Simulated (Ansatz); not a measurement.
A relaxed cell of Si (Fd-3m (No. 227)), relaxed on a k-mesh at least as fine as the one used below. The numbers are results of PBEsol (plane waves to 420 eV, PAW, scalar-relativistic; Ansatz, a first-principles code), not measurements. Γ-centred k-mesh 7×7×4 on the run's cell (coarser than for final values), Fermi–Dirac smearing 0.05 eV.

```yaml
crystal:
  lattice:
    - [0.00000, 2.71675, 2.71675]
    - [2.71675, 0.00000, 2.71675]
    - [5.43350, 5.43350, 0.00000]
  atoms:
    - { symbol: Si, position: [0.75000, 0.75000, 0.37500] }
    - { symbol: Si, position: [0.75000, 0.75000, 0.87500] }
    - { symbol: Si, position: [0.50000, 0.50000, 0.25000] }
    - { symbol: Si, position: [0.50000, 0.50000, 0.75000] }
```

The atoms are displaced by (Å):

| atom | ux | uy | uz |
|---|---|---|---|
| Si1 | -0.008 | -0.025 | 0.057 |
| Si2 | -0.002 | -0.044 | -0.064 |
| Si3 | -0.060 | -0.054 | 0.152 |
| Si4 | -0.098 | 0.078 | -0.004 |

Question: What forces (eV/Å) and pressure result?

Answer: 
```
atom     Fx     Fy     Fz
----  -----  -----  -----
Si1   -0.11   0.26   0.50
Si2   -1.89   0.36   1.29
Si3    1.31   1.08  -1.78
Si4    0.68  -1.71  -0.01
```

Pressure +1.0 GPa.

Question: Estimate the energy cost of the displacement in the harmonic approximation and compare with the calculation.

Answer: For a harmonic well ΔE = −½ Σ F·u = 0.340 eV a cell, or 85 meV/atom. The calculated energy relative to the undisplaced cell is +0.09 eV/atom, so the harmonic estimate holds well.

No spin polarisation in the result.

The run that gave the undisplaced cell could not lose the symmetry of its start; a randomly shaken copy of 4 atoms returns to this structure.
